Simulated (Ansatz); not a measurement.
Method: PBE, no spin polarisation; PAW, plane waves to 420 eV, 6×6×6 Γ-centred mesh, fermi-dirac occupations (width 0.0312 eV) (Ansatz 0.2.0), atoms fixed.

Computed maps in the lattice plane spanned by b (left to right, 7.61 Å, 23 points from zero) and c (bottom to top, 7.61 Å, 23 points from zero), 60° apart, at height 0.250 along a. The fields are smooth PAW ones with compensation charges, not the true ones near nuclei.

Valence density. Digits on a logarithmic scale: 0 up to 0.03 e/Å³, each further digit a factor of 1.6, 9 from 1.3 e/Å³ up:
```
33444321000123444333333
34566643100124566543333
35688875310025788875433
34689998531125799997533
24689789752124799699743
23579809864213589569853
21358999974222468999864
21136899875322346899864
20013567764322234577754
10001245543222222345543
11111122222112222122222
12333211111112332211011
23566542100123454421000
24678775300124677653100
25788887531125789875310
24788788752125799998531
13688418874124699089742
12478747875212589879863
21257888886311368999864
20135788876310135788864
20012467765310013566654
21001234543210011344543
22222112222111222223333
```

ELF. Ten even steps from '0' (0.00) to '9' (0.90):
```
01467510000014665211111
13689984000037998741111
14899998510048999985211
14899899840027999898511
03798469971016997479841
01699527984002798348972
00389978995101489879985
10058999996200158999996
20015899985100014799996
10000378863100001267874
00000002431000000012431
01454200000001121000000
15899861000013565410000
27999998300036899874100
28998899830048999998500
07995149981028998799840
04996004996007997269981
00799301898203899548995
10289965899400589989997
20048999999500158999986
10002799998400003678864
00000047875100000134431
00121000221001210001110
```

Problem. The cell is Cs2ZnSbCl6. Which atoms lie within 0.2 Å of this plane, and where (fractions of b and c)?

Solution. Cs at (0.25, 0.25), Cl at (0.75, 0.25), Cl at (0.75, 0.75), Cl at (0.25, 0.75). The whole cell:
```xyz
10
Lattice="0.0000 5.3807 5.3807 5.3807 0.0000 5.3807 5.3807 5.3807 0.0000" Properties=species:S:1:pos:R:3 pbc="T T T"
Cs    2.6903    2.6903    2.6903
Cs    8.0710    8.0710    8.0710
Sb    0.0000    0.0000    0.0000
Zn    5.3807    5.3807    5.3807
Cl    2.6502    5.3807    5.3807
Cl    5.3807    2.6502    5.3807
Cl    8.1111    5.3807    5.3807
Cl    5.3807    8.1111    5.3807
Cl    5.3807    5.3807    2.6502
Cl    5.3807    5.3807    8.1111
```

Origin: a known structure type with other elements, at an estimated volume, so it need not be a known compound. Caveats: odd electron count without spin polarisation, so a magnetic state may lie lower.
